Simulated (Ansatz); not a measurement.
The relaxed structure here is a generated cell of Ir: the first start was made by placing the elements on the sites of a structure type, and the end was not matched to a known phase here, so it may be hypothetical. Known forms of Ir include space group No. 225.

A relaxed cell of Ir (P6₃/mmc (No. 194)), relaxed on a k-mesh at least as fine as the one used below. Calculation: r2SCAN (plane waves to 500 eV, PAW, scalar-relativistic; Ansatz, a program for electronic structure). Γ-centred k-mesh 14×7×7 on the run's cell (coarser than for final values), Fermi–Dirac smearing 0.05 eV.

```xyz
4
Lattice="2.7277 0.0000 0.0000 -2.7277 4.7245 0.0000 0.0000 0.0000 4.4305" Properties=species:S:1:pos:R:3 pbc="T T T"
Ir     0.0000     1.5748     1.1076
Ir    -1.3638     3.9371     1.1076
Ir     1.3638     0.7874     3.3229
Ir     0.0000     3.1497     3.3229
```

The atoms are displaced by (Å):

```csv
atom,ux,uy,uz
Ir1,-0.051,0.000,-0.045
Ir2,-0.053,0.056,0.068
Ir3,0.048,0.024,-0.140
Ir4,-0.046,-0.051,-0.036
```

Q: What forces (eV/Å) and pressure result?

A: 
| atom | Fx | Fy | Fz |
|---|---|---|---|
| Ir1 | 0.49 | 0.39 | -0.93 |
| Ir2 | 0.06 | -1.10 | -2.04 |
| Ir3 | -0.84 | -0.17 | 2.21 |
| Ir4 | 0.29 | 0.87 | 0.76 |

Pressure +4.0 GPa.

Q: Estimate the energy cost of the displacement in the harmonic approximation and compare with the calculation.

A: For a harmonic well ΔE = −½ Σ F·u = 0.313 eV a cell, or 78 meV/atom. The calculated energy relative to the undisplaced cell is +0.08 eV/atom, so the harmonic estimate holds well.

No spin polarisation in the result.

The run that gave the undisplaced cell could not lose the symmetry of its start; a randomly shaken copy of 4 atoms returns to this structure.
